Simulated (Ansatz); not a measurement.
The relaxed structure here is a generated cell of TiB2: the first start was made by placing the elements on the sites of a structure type, and the end was not matched to a known phase here, so it may be hypothetical. Known forms of TiB2 include space group No. 191.

One starting cell of TiB$_{2}$ (a generated cell, TiB2 built in the AFLOW prototype A2B_hP9_150_ef_bd (C22, as in Fe2P)) was relaxed twice with Ansatz (plane waves, PAW, scalar-relativistic): with r2SCAN at 500 eV and with PBE at 420 eV. The r2SCAN result:

```
CELL_PARAMETERS angstrom
      6.20348     0.00000     0.00000
     -3.10174     5.37237     0.00000
      0.00000     0.00000     3.00010
ATOMIC_POSITIONS crystal
  B  0.27251 0.00000 0.00000
  B  0.00000 0.27251 0.00000
  B  0.72749 0.72749 0.00000
  B  0.37013 0.00000 0.50000
  B  0.00000 0.37013 0.50000
  B  0.62987 0.62987 0.50000
  Ti 0.00000 0.00000 0.50000
  Ti 0.33333 0.66667 0.00000
  Ti 0.66667 0.33333 0.00000
```

```json
[
 {"quantity": "space group", "r2SCAN": "P-62m", "PBE": "P-62m"},
 {"quantity": "volume (Å³/atom)", "r2SCAN": "11.11", "PBE": "(withheld)"},
 {"quantity": "a (Å)", "r2SCAN": "6.203", "PBE": "(withheld)"},
 {"quantity": "c (Å)", "r2SCAN": "3.000", "PBE": "(withheld)"},
 {"quantity": "gap (eV, no spin-orbit coupling)", "r2SCAN": "0.00", "PBE": "(withheld)"}
]
```

What does PBE give for the same quantities?


- volume (Å³/atom), PBE: 11.12
- a (Å), PBE: 6.196
- c (Å), PBE: 3.009
- gap (eV, no spin-orbit coupling), PBE: 0.00

Both levels end in the same structure; PBE's volume is within 0.5 % of r2SCAN's. Neither column is exact.

No spin polarisation in the result.

The run could not lose the symmetry of its start: the end is stationary, and may be a saddle point rather than a minimum.

Ansatz is an electronic-structure program.
